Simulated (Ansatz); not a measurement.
TePb in space group P-6m2 (No. 187; Pb on 1a, Te on 1f) under volume change, the program Ansatz at the r²SCAN level (PAW), shape and atoms relaxed at each volume.

```
V (Å³/atom)  E − E(relaxed) (meV/atom)  P (GPa)
-----------  -------------------------  -------
32.294                            36.6     3.79
33.358                            16.5     2.43
34.423                             4.0     1.24
35.488                             0.0     0.00
36.552                             3.5    -1.02
37.617                            13.3    -1.90
38.682                            28.6    -2.68
```

Q: What does a third-order Birch–Murnaghan fit give for V₀, B₀ and B′?

A: V₀ = 35.53 Å³/atom, B₀ = 35.6 GPa, B′ = 2.5.

A made-up cell: these elements were put on the sites of a structure type; neither database checked (COD, Materials Project) lists it. It is not the phase usual at ambient conditions (space group No. 225). The cell was relaxed with r²SCAN under the symmetry of its start; whether a distortion lowers the energy is not shown. Spin–orbit coupling is left out wherever it is not named.

Potentials: the later of the program's two PAW sets.
